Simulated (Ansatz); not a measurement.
Given:

MoPd:
```
CELL_PARAMETERS angstrom
      1.31509    -5.22920     0.00000
      1.31509     5.22920     0.00000
      0.00000     0.00000     4.30400
ATOMIC_POSITIONS crystal
  Mo 0.67307 0.32693 0.25000
  Pd 0.93057 0.06943 0.25000
  Mo 0.32693 0.67307 0.75000
  Pd 0.06943 0.93057 0.75000
```

This is the PBEsol-relaxed structure.

Task: All from plane-wave PAW PBEsol (Ansatz code), unless another level is named. Predict the density of states at the Fermi level.

Result: 0.78 states/eV per atom (mean over ±0.08 eV).

Task: What about the formation energy from the elements (no fitted shifts)?

Result: 0.013 eV/atom.

Space group Cmcm. The start of the workflow was typed in or built on a structure type; neither database checked (COD, Materials Project) lists it. Its standing as an ambient phase is unchecked. The cell was relaxed with PBEsol under the symmetry of its start; whether a distortion lowers the energy is not shown. No spin polarisation was allowed. The references are the lowest solids computed at this level, not always the standard phases. Scalar-relativistic: spin–orbit coupling is off unless named, which matters more the heavier the elements.

Potentials: the earlier of the program's two PAW sets. The files were generated under PBE; for other functionals the program regenerates the frozen cores, and for LDA and PBEsol the local potential too.
